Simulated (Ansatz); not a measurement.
One crystal and one scan (energy over volume and axial ratio) at two levels, PBE (plane waves to 420 eV, PAW, scalar-relativistic; Ansatz, a first-principles code) and r2SCAN (plane waves to 500 eV, PAW, scalar-relativistic; Ansatz), each from its own relaxed cell and on its own mesh. The cell shown is that of PBE.

NaCl (rock salt)

```
NaCl
1.0
    0.00000     2.84776     2.84776
    2.84776     0.00000     2.84776
    2.84776     2.84776     0.00000
Cl Na
1 1
Direct
  0.00000   0.00000   0.00000
  0.50000   0.50000   0.50000
```

Two coordinates are scanned: the volume, and the ratio of the stretch along z (the conventional c axis) to the stretch across it. Atoms keep their fractional coordinates.

The energy includes the smearing's −TS. NaCl was relaxed with its symmetry unable to fall. Percentages come from the unrounded values.

```json
[
 {"quantity": "Lattice constant a (Å)", "PBE": "5.696", "r2SCAN": "5.608", "PBE − r2SCAN": "+0.088 (+1.6 %)"},
 {"quantity": "Band gap of the relaxed cell, no spin-orbit coupling (eV)", "PBE": "5.00", "r2SCAN": "5.97", "PBE − r2SCAN": "-0.97 (-16 %)"},
 {"quantity": "Shear modulus C′ = (C11 − C12)/2 (fit, atoms clamped) (GPa)", "PBE": "18", "r2SCAN": "24", "PBE − r2SCAN": "-6 (-26 %)"}
]
```

PBE gives the higher value for: lattice constant a. PBE gives the lower value for: band gap of the relaxed cell, no spin-orbit coupling; shear modulus C′.

(Under strain, the slope of the energy per volume gives the stress and its curvature an elastic modulus.)
